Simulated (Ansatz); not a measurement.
## How the vibrations of Ga change with volume

The calculation used Ansatz, DFT LDA, scalar-relativistic, plane waves, PAW. Plane waves to 420 eV; Γ-centred k mesh 16×16×14; Fermi-Dirac smearing of 0.15 eV. No spin polarisation. Phonons by linear response, acoustic sum rule imposed.

Equilibrium structure at this level:
```cif
data_structure
_symmetry_space_group_name_H-M 'Cmcm'
_symmetry_Int_Tables_number 63
_cell_length_a 2.7004
_cell_length_b 7.8140
_cell_length_c 3.2870
_cell_angle_alpha 90.000
_cell_angle_beta 90.000
_cell_angle_gamma 90.000
_cell_volume 69.36
loop_
_atom_site_label
_atom_site_type_symbol
_atom_site_symmetry_multiplicity
_atom_site_Wyckoff_symbol
_atom_site_fract_x
_atom_site_fract_y
_atom_site_fract_z
_atom_site_occupancy
Ga1 Ga 4 c 0.50000 0.63364 0.25000 1
```

In a metal, frequencies depend on the k mesh and the smearing, soft modes most.

Cells at 0.98 and 1.02 times the equilibrium volume were relaxed in shape and atoms; γ = −d ln ν / d ln V, modes matched by rank.

Question: Give the optical frequencies at Γ (cm⁻¹) at the three volumes and the mode Grüneisen parameters.

Answer:
```
0.98 V    V  1.02 V     γ  degeneracy
    49   47      44  2.50           1
   129  124     119  2.06           1
   202  194     187  1.93           1
```

Question: What pressures hold the two strained cells, and what bulk modulus follows?

Answer: 1.41 GPa at 0.98 V and -1.24 GPa at 1.02 V, so B = −dP/d ln V ≈ 66 GPa.

This form isn't the element's structure at ambient conditions.